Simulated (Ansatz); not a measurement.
**YbEu3Ag4Se4F4: what a change of kpoints.mp_grid.grid, scf.max_iter does**

Level of theory: PBE+U (Eu 6 eV, Yb 6 eV), collinear spin, scalar-relativistic; Ansatz, plane waves to 420 eV (PAW set soft_2), k-mesh 4×4×2. These are the settings of the reference run.

Cell:

```
cell
1.0
    -4.1605   -4.1602    0.0000
     4.1612   -4.1609    0.0000
     0.0000    0.0000    9.3308
Eu Yb Ag Se F
3 1 4 4 4
Direct
  0.7507 0.2495 0.3469
  0.2507 0.7495 0.3470
  0.2507 0.2495 0.6553
  0.7506 0.7495 0.6437
  0.0006 0.9996 0.9977
  0.5017 0.4997 0.9977
  0.0019 0.4994 0.9978
  0.5005 0.9999 0.9976
  0.2507 0.2494 0.1999
  0.7507 0.7495 0.1966
  0.2507 0.7495 0.7991
  0.7507 0.2496 0.7991
  0.9958 0.9948 0.5031
  0.5054 0.5043 0.5031
  0.9959 0.5043 0.5031
  0.5054 0.9948 0.5031
```

The reference run of this cell is solved again as a single point with these keys changed:

| key | reference run | changed run |
| --- | --- | --- |
| kpoints.mp_grid.grid | [4, 4, 2] | [1, 1, 1] |
| scf.max_iter | not typed | 50 |

Problem. How far do the results move?

Solution. 

| quantity | reference run | changed run |
| --- | --- | --- |
| energy, changed less reference (meV an atom) | 0 | 163.5 |
| pressure (GPa) | 0.1 | 0.9 |
| largest force (eV/Å) | 0.02 | 0.72 |
| gap on the mesh (eV) | 0.74 | 0.70 |
| moment of the cell (μB) | 21.00 | 21.00 |

The energy moves by 164 meV an atom (2.62 eV for the cell). It took 28 iterations. The change was made on purpose as a fault (one k-point for a small cell); the changed values aren't properties of YbEu3Ag4Se4F4. A gap taken on a mesh is an upper bound, since the band edges can lie between its points.

Caveats: the reference run: open f or d shells may hold a state above the lowest; a single point, atoms not relaxed again; semilocal functionals make gaps too small and can close them.
